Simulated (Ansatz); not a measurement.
An Ansatz (an electronic-structure program) run. Input:

Ansatz 0.2 input:
```yaml
crystal:
  lattice:
    - [5.1320974297, 0.0, 0.0]
    - [-2.5660487148, 4.4445267488, 0.0]
    - [0.0, 0.0, 4.4890637637]
  atoms:
    - { symbol: K, position: [0.0, 0.0, 0.0] }
    - { symbol: Cd, position: [0.6666666667, 0.3333333333, 0.5] }
    - { symbol: C, position: [0.3333333333, 0.6666666667, 0.5] }
    - { symbol: F, position: [0.6666666667, 0.3333333333, 0.0] }
    - { symbol: O, position: [0.1878597063, 0.3757194127, 0.5] }
    - { symbol: O, position: [0.1878597063, 0.8121402937, 0.5] }
    - { symbol: O, position: [0.6242805873, 0.8121402937, 0.5] }
kpoints:
  mp_grid: { grid: [6, 6, 6] }
hamiltonian:
  xc: pbe
  pseudopotentials: { kind: paw }
scf:
  occupations: { method: fixed }
phonons:
  method: dfpt
  response_accuracy: low
  qmesh: [2, 2, 2]
  interpolated_qmesh: [12, 12, 12]
  dielectric: true
  rigid_motions: translations
  temperatures: { t_max: 1000, t_step: 50 }
  qpath:
    path:
      - [[0.0, 0.0, 0.0], [0.5, 0.0, 0.0], [0.3333333333, 0.3333333333, 0.0], [0.0, 0.0, 0.0], [0.0, 0.0, 0.5], [0.5, 0.0, 0.5], [0.3333333333, 0.3333333333, 0.5], [0.0, 0.0, 0.5]]  # Γ-M-K-Γ-A-L-H-A
      - [[0.5, 0.0, 0.5], [0.5, 0.0, 0.0]]  # L-M
      - [[0.3333333333, 0.3333333333, 0.5], [0.3333333333, 0.3333333333, 0.0]]  # H-K
    npoints: 9
```

Output (shortened):

```
WARN phonons: the dynamical matrix that this run interpolates holds no multipole term above the dipole-dipole one, and a site of this crystal is no centre of …
Pseudopotential: K, paw, valence charge 9
Pseudopotential: Cd, paw, valence charge 20
Pseudopotential: C, paw, valence charge 4
Pseudopotential: F, paw, valence charge 7
Pseudopotential: O, paw, valence charge 6
Functional definition: PBE
Crystal: 7 atoms, lattice volume = 102.394 Å³
Basis set: ecut = 420 eV, 2025 PW (Γ), exchange–correlation on 72×72×64 points (8 copies of the dense FFT grid, shifted against one another)
Bands: 36, of which v1, the nominal top of the filled ones, is band 29 counted from 1 (28 counted from 0)
Symmetry: 12 space group operations
k-points: 112 of 216 (irreducible under 1 space group operation, time reversal used)
SCF 1 converged in 10 iterations: F = -12555.836331 eV  dr2 = 7.35e-11
── the response to a field inside a basis, on 6×6×6 k-points: an SCF that follows is theirs, and a resumed run solves both again ──
Crystal: 7 atoms, lattice volume = 102.394 Å³
Bands: 30, of which v1, the nominal top of the filled ones, is band 29 counted from 1 (28 counted from 0)
k-points: 36 of 216 (irreducible under 4 space group operations, time reversal used)
SCF 1 converged in 5 iterations: F = -12555.784515 eV  dr2 = 2.70e-8
WARN: on the 12×12×12 q-mesh 133 entries of the irreducible table, 1.000e0 modes per cell, the lowest at -233.89 cm⁻¹, stand at or below zero and are read as …
SCF converged after 10 iterations
Free energy (F): -12555.836331 eV
Harris-Foulkes:  -12555.836331 eV  (|F-HF|=1.00e-10)
Internal energy: -12555.836331 eV  (E = F + TS)
E sigma→0 (E₀):  -12555.836331 eV
Fermi energy:    4.852080 eV
--- Per-component energies (eV) ---
  E_band       = -721.873424
  E_kinetic    = 1582.143363
  E_local      = -6598.394917  (includes V_loc(G=0)·N_el)
  E_nonlocal   = 293.976654
  E_hartree    = 2791.263631
  E_xc         = -659.113641
  E_vxc        = -827.922459  (∫ρ·V_xc dr)
  E_paw        = -5642.472880  (= ΣΔE_a)
  E_vpaw       = -754.212390  (= ΣTr[D̂ρ^β])
  E_aug_tail   = 0.009380  (compensation charges beyond the density's cutoff)
  E_ewald      = -4323.247921
  E_smearing   =  0.000000  (= −TS)
  E_closure    = 0.000000  (closes the sum)
  Σ components = -12555.836331   (vs F -12555.836331, Δ=0.00e0)
--- Band table (eV; the first three rows and the last of 112) ---
  k-point 0: bands = ["-95.7283", "-56.8279", "-56.8279", "-56.8167", "-22.8916", "-16.9069", "-16.7459", "-13.6257", "-13.6257", "-6.4376", "-6.4376", "-6.3787", "-3.1808", "-1.6956", "-1.6956", "-1.6856", "-1.6856", "-1.3001", "-0.8198", "-0.8198", …
  k-point 1: bands = ["-95.7283", "-56.8279", "-56.8279", "-56.8168", "-22.8899", "-16.8954", "-16.7427", "-13.6237", "-13.6237", "-6.4400", "-6.4400", "-6.4243", "-3.0943", "-1.7315", "-1.7315", "-1.7057", "-1.6887", "-1.6887", "-0.8306", "-0.8306", …
  k-point 2: bands = ["-95.7283", "-56.8279", "-56.8279", "-56.8168", "-22.8865", "-16.8754", "-16.7331", "-13.6197", "-13.6197", "-6.5096", "-6.4450", "-6.4450", "-2.9341", "-2.2715", "-1.7996", "-1.7996", "-1.6949", "-1.6949", "-0.8520", "-0.8520", …
  k-point 111: bands = ["-95.7283", "-56.8279", "-56.8279", "-56.8169", "-22.8827", "-16.8046", "-16.7327", "-13.7485", "-13.6145", "-6.4607", "-6.4560", "-6.4299", "-2.6419", "-2.3133", "-2.0624", "-2.0423", "-1.9702", "-1.8347", "-0.5085", "-0.5072", …
--- Phonons (Γ-DFPT): 11 representative perturbations + reference, on 112 of 216 k-points (Σ response iterations 34) ---
  ASR residual: 1.193e-3 → 0.000e0 eV/Å²; symmetrization residual: 5.014e-5 eV/Å²
  ASR residual per site (eV/Å²): 6.05e-4 5.52e-4 6.54e-4 1.19e-3 5.71e-5 4.35e-5 4.35e-5
  Γ frequencies (cm⁻¹): -233.71 0.00 0.00 0.00 86.63 86.63 114.05 114.05 132.01 148.65 148.65 149.33 149.33 176.37 354.31 680.88 680.88 821.01 1068.53 1413.73 1413.73
  ε∞ (high-frequency dielectric tensor):
        2.985254     0.000000     0.000000
        0.000000     2.985254     0.000000
        0.000000     0.000000     2.421798
  ε⁰ (static dielectric tensor): not given — an optical mode at Γ is not stable, and the ionic part, a sum over the modes at Γ, is formed only where all of …
  softest optical mode at Γ: -233.71 cm⁻¹; the repairs (sum rule, projections) moved no ω² at Γ by more than (6.40 cm⁻¹)²
  Born effective charges Z* (e; rows j = field, columns β = displacement):
    site 0:
         1.16324    0.00000    0.00000
         0.00000    1.16324    0.00000
         0.00000    0.00000    1.32848
    site 1:
         2.70248    0.00000    0.00000
         0.00000    2.70248    0.00000
         0.00000    0.00000    2.39785
    site 2:
         2.81625    0.00000    0.00000
         0.00000    2.81625    0.00000
         0.00000    0.00000    0.13603
    site 3:
        -0.91962    0.00000    0.00000
         0.00000   -0.91962    0.00000
         0.00000    0.00000   -1.88921
    site 4:
        -1.54817    0.00000    0.00000
         0.00000   -2.29340    0.00000
         0.00000    0.00000   -0.65772
    site 5:
        -2.10709    0.32270    0.00000
         0.32270   -1.73448    0.00000
         0.00000    0.00000   -0.65772
    site 6:
        -2.10709   -0.32270    0.00000
        -0.32270   -1.73448    0.00000
         0.00000    0.00000   -0.65772
  Z* charge neutrality: 4.592e-3 e pre-enforcement
  solved inside a basis spanned on kpoints, on 6×6×6 k-points, its susceptibility summed on 8×8×8: ε∞ is read to err by 7.6e-3, Z* by 2.3e-2 e (field_mesh …
  optical modes at Γ without the LO–TO term, one row a degenerate level:
      ω (cm⁻¹)  modes    IR ((D/Å)²/amu)
       -233.71      1             0.0000
         86.63      2             8.7783
        114.05      2             3.3214
        132.01      1             0.0479
        148.65      2             0.0000
        149.33      2             2.1908
        176.37      1             3.0754
        354.31      1             4.7088
        680.88      2             1.4763
        821.01      1             0.6305
       1068.53      1             0.0000
       1413.73      2            54.4731
  optical modes at Γ + LO–TO along q̂ = [1.0000, 0.0000, 0.0000]:
      ω (cm⁻¹)  modes    IR ((D/Å)²/amu)
       -233.71      1             0.0000
         86.63      1             4.3891
        105.90      1             0.0243
        114.05      1             1.6607
        132.01      1             0.0479
        140.78      1             0.0846
        148.65      2             0.0000
        149.33      1             1.0954
        176.37      1             3.0754
        238.07      1             5.6665
        354.31      1             4.7088
        680.88      1             0.7381
        684.60      1             0.7150
        821.01      1             0.6305
       1068.53      1             0.0000
       1413.73      1            27.2366
       1481.12      1            28.6296
  optical modes at Γ + LO–TO along q̂ = [0.0000, 1.0000, 0.0000]:
      ω (cm⁻¹)  modes    IR ((D/Å)²/amu)
       -233.71      1             0.0000
         86.63      1             4.3891
        105.90      1             0.0243
        114.05      1             1.6607
        132.01      1             0.0479
        140.78      1             0.0846
        148.65      2             0.0000
        149.33      1             1.0954
        176.37      1             3.0754
        238.07      1             5.6665
        354.31      1             4.7088
        680.88      1             0.7381
        684.60      1             0.7150
        821.01      1             0.6305
       1068.53      1             0.0000
       1413.73      1            27.2366
       1481.12      1            28.6296
  optical modes at Γ + LO–TO along q̂ = [0.0000, 0.0000, 1.0000]:
      ω (cm⁻¹)  modes    IR ((D/Å)²/amu)
       -233.71      1             0.0000
         86.63      2             8.7783
        114.05      2             3.3214
        132.48      1             0.0043
        148.65      2             0.0000
        149.33      2             2.1908
        220.22      1             1.2272
        417.95      1             6.4282
        680.88      2             1.4763
        824.73      1             0.8028
       1068.53      1             0.0000
       1413.73      2            54.4731
  non-analytic LO–TO correction: the dipole-dipole term of the run's Born effective charges and high-frequency dielectric tensor (where they are solved with …
--- Phonons (arbitrary-q DFPT): 4 irreducible q on the 2×2×2 mesh ---
  q = [0.0000, 0.0000, 0.0000] (star 1, of the zone-centre solve; hermiticity 1.50e-6, symmetrization 7.12e-7): -233.71  0.00  0.00 0.00 86.63 86.63 114.05 114.05 132.01 148.65 148.65 149.33 149.33 176.37 354.31 680.88 680.88 821.01 1068.53 1413.73 1413.73
  q = [0.0000, 0.0000, -0.5000] (star 1, 11 solved perturbations in 476 linear systems a pass and spin channel, the states on 52 of 216 k-point pairs; hermiticity 8.27e-7, symmetrization 3.52e-8): -233.89 56.94 56.94 98.19 98.19 116.42 116.42 120.71 120.71 …
  q = [0.0000, -0.5000, 0.0000] (star 3, 18 solved perturbations in 1020 linear systems a pass and spin channel, the states on 80 of 216 k-point pairs; hermiticity 1.78e-6, symmetrization 1.01e-6): -181.70 55.98 62.91 81.94 89.62 116.75 117.19 129.33 142.61 …
  q = [0.0000, -0.5000, -0.5000] (star 3, 18 solved perturbations in 1020 linear systems a pass and spin channel, the states on 80 of 216 k-point pairs; hermiticity 3.16e-6, symmetrization 1.49e-6): -180.46 62.87 69.96 83.17 94.19 109.84 120.07 141.60 150.50 …
  sum rule: each row above includes the acoustic sum rule's correction from the zone centre's row sums; it moved no ω² by more than (4.13 cm⁻¹)²
  mesh force constants: q→R imaginary residual 2.17e-18; ASR residual 1.193e-3 → 0.000e0 eV/Å²; symmetrization residual 3.553e-14 eV/Å²
  interpolated dispersion: 85 rows × 21 modes
  density of states and harmonic sums: on the 12×12×12 q-mesh, interpolated from the force constants of a 2×2×2 supercell (with the dipole–dipole term)
  largest difference from the sums on the solved wave vectors: F 7.71e-2 eV, S 1.10e-4 and C_V 3.19e-5 eV/K
  zero-point energy: 0.506258 eV/cell   skipped modes (ω ≤ 0): 136, of them read as no rigid motion or as one in doubt …
```

Cost: about 13 core-minutes (a rough figure) on shared cores.

Space group P-6m2. The workflow started from an entry of the Crystallography Open Database (COD, 293 K), which files this formula under 2 space groups. Its standing as an ambient phase is unchecked. The PBE relaxation kept the symmetry of its start. At this level the phase is dynamically unstable (imaginary phonons). Spin–orbit coupling is left out wherever it is not named.

Potentials: the later of the program's two PAW sets.

Ansatz is a plane-wave DFT program.
